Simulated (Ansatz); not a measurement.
The start is a relaxed Si2W cell shaken by Gaussian noise of σ = 0.08 Å a coordinate. The cell and all atomic positions are relaxed at zero pressure with PBE (plane waves to 420 eV, PAW, scalar-relativistic; Ansatz, an electronic-structure program). The first steps use a coarse 5×5×5 k-mesh.

Input geometry:
```
CELL_PARAMETERS angstrom
      0.00000     4.67836     4.67836
      4.67836     0.00000     4.67836
      4.67836     4.67836     0.00000
ATOMIC_POSITIONS crystal
  Si 0.52170 0.98820 0.00430
  Si 0.03792 0.47789 0.50952
  Si 0.50016 0.01358 0.49661
  Si 0.01884 0.48916 0.99036
  Si 0.51872 0.47474 0.00508
  Si 0.00431 0.02833 0.47833
  W  0.76456 0.75924 0.75853
  W  0.22900 0.23942 0.27292
  W  0.00328 0.00720 0.97444
```

By how much does the energy per atom fall from start to end?

About 1.2 eV/atom.

How do the shortest distances between atoms change?

The closest pairs of elements (up to four, under 3.6 Å), start → end: Si–W 2.04 → 2.48 Å; Si–Si 3.07 → 2.40 Å; W–W 3.79 → 2.73 Å.

What band gap does the relaxed structure have at this level?

Zero (metallic).

Write out the relaxed structure.


```
CELL_PARAMETERS angstrom
      4.80860     0.00000     0.00000
     -1.04960     4.85577     0.00000
     -1.70216    -0.79938     6.04445
ATOMIC_POSITIONS crystal
  Si 0.75474 0.53734 0.88199
  Si 0.62003 0.13915 0.54728
  Si 0.37766 0.48317 0.17581
  Si 0.02865 0.87433 0.30257
  Si 0.17216 0.24439 0.64914
  Si 0.43838 0.94814 0.08203
  W  0.86950 0.35327 0.28056
  W  0.30569 0.76683 0.68178
  W  0.92326 0.05491 0.92109
```

Final values are on a 10×10×8 k-mesh of the relaxed cell. The start holds a very short contact (Si–W 2.04 Å). No spin polarisation in the result.

The relaxed structure here is a generated cell of Si2W: the first start was made by a random draw of sites in a space group, and the end was not matched to a known phase here, so it may be hypothetical. Known forms of Si2W include space group No. 139.
